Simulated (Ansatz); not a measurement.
TaC (rock salt)

```xyz
2
Lattice="0.0000 2.2379 2.2379 2.2379 0.0000 2.2379 2.2379 2.2379 0.0000" Properties=species:S:1:pos:R:3 pbc="T T T"
C      0.0000     0.0000     0.0000
Ta     2.2379     2.2379     2.2379
```

The slice is a {100} plane (indices of the conventional cell) through the point (0.500, 0.500, 0.500) (fractional), spanned by u = [100] and v = [0 1 -1] in vectors of this cell: u (3.16 Å) and v (3.16 Å, at 90° to u). It covers one period; positions are fractions (u, v).

Method: PBE (plane waves to 420 eV, PAW, scalar-relativistic; Ansatz, a first-principles code). k mesh 18×18×18. These are valence fields of a PAW run, semicore shells included where kept as valence: close to a nucleus they are smooth pseudo fields. Spin-orbit coupling is left out, though Ta is heavy. TaC is run without spin polarisation. TaC was relaxed with its symmetry unable to fall.

Task: What is the valence density on the shortest C–Ta line in this plane (2.24 Å), at its minimum between the atoms?

Result: 0.55 e/Å³.

Task: What is the ELF at the density minimum of the shortest C–Ta line in this plane (2.24 Å)?

Result: 0.3.

Task: Predict the map of the electrostatic potential energy of an electron, from the cell's mean on the slice.

Result: 
```
v \ u  0.00  0.12  0.25  0.38  0.50  0.62  0.75  0.88
-----  ----  ----  ----  ----  ----  ----  ----  ----
0.88      x     x     x   6.9  11.0   6.9     x     x
0.75      x     x  <3.0     x     x     x  <3.0     x
0.62    5.1   6.9     x     x     x     x     x   6.9
0.50   10.7  11.0     x     x     x     x     x  11.0
0.38    5.1   6.9     x     x     x     x     x   6.9
0.25      x     x  <3.0     x     x     x  <3.0     x
0.12      x     x     x   6.9  11.0   6.9     x     x
0.00      x     x     x   5.1  10.6   5.1     x     x
```

Values: electrostatic potential energy of an electron, from the cell's mean, in eV. Points within 0.9 Å of a nucleus are blanked (x), as the pseudised field means little there. Values under 3 eV are set to 3. The zero, the cell's mean, hangs on the PAW cores.
